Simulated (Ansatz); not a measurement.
# Kick test of a cell of SiBi₂Te₅

The structure comes from a proposed guess, relaxed at this level; another structure or a mixture of phases may lie lower.

Computed with DFT PBE, scalar-relativistic, plane waves, PAW (Ansatz 0.2.0). Settings: cutoff 420 eV, Γ-centred mesh 12×12×2 on the computed 8-atom cell, Gaussian smearing of 0.10 eV; no spin polarisation.

The cell below (8 atoms, space group P-3m1 (No. 164)) is relaxed within its symmetry.

```
Si Bi Te
1.0
     4.18682    0.00000    0.00000
    -2.09341    3.62589    0.00000
     0.00000    0.00000   17.26798
Si Bi Te
1 2 5
Direct
  0.00000 0.00000 0.50000
  0.33333 0.66667 0.12648
  0.66667 0.33333 0.87352
  0.33333 0.66667 0.41379
  0.66667 0.33333 0.58621
  0.66667 0.33333 0.23391
  0.33333 0.66667 0.76609
  0.00000 0.00000 0.00000
```

For the test it was strained at random (σ = 1.5 % a component), the atoms were moved at random (σ = 0.10 Å), and all was relaxed again on a coarse 6×6×2 mesh (in the run’s order of axes) with 0.20 eV smearing, with no symmetry imposed.

Weakly bound directions are ill-defined at this level, which has no dispersion term. These runs have no spin–orbit coupling, which can matter for Bi and Te.

**Question.** What happens?

**Answer.** It returns, within 1 meV/atom of the unmoved cell on that mesh and with the same symmetry when read at 0.1 Å (P1 at 0.01 Å, so small strains and shifts remain). No instability shows in this cell; modes of other wave vectors, which need another repeat, aren't tested.
